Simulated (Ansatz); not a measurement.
Cell and atoms are relaxed with the symmetry kept. Start:

```yaml
crystal:
  lattice:
    - [-2.58000, 4.05000, 4.38500]
    - [2.58000, -4.05000, 4.38500]
    - [2.58000, 4.05000, -4.38500]
  atoms:
    - { symbol: K, position: [0.29700, 0.54700, 0.75000] }
    - { symbol: K, position: [0.70300, 0.45300, 0.25000] }
    - { symbol: Hg, position: [0.10300, 0.16300, 0.94000] }
    - { symbol: Hg, position: [0.72300, 0.16300, 0.56000] }
    - { symbol: Hg, position: [0.27700, 0.83700, 0.44000] }
    - { symbol: Hg, position: [0.89700, 0.83700, 0.06000] }
```

All numbers below come from DFT PBEsol, scalar-relativistic, plane waves, PAW in Ansatz.

Settings: cutoff 420 eV, Γ-centred mesh 8×8×8 on the computed 6-atom cell, Gaussian smearing of 0.10 eV; no spin polarisation.

What does it relax to?

The volume falls by 0.50 Å³/atom to 30.04 Å³/atom, and the energy falls by 1.3 meV/atom. Final structure:
Space group Imma (No. 74). a = 5.098 Å, b = 8.072 Å, c = 8.760 Å, α = 90.00°, β = 90.00°, γ = 90.00°
| atom | site | symmetry | x | y | z |
| --- | --- | --- | --- | --- | --- |
| K | 4e | mm2 | 0.0000 | 0.7500 | 0.5548 |
| Hg | 8h | m.. | 0.0000 | 0.9381 | 0.1617 |

Spin–orbit coupling is left out, which can shift energies with elements as heavy as these.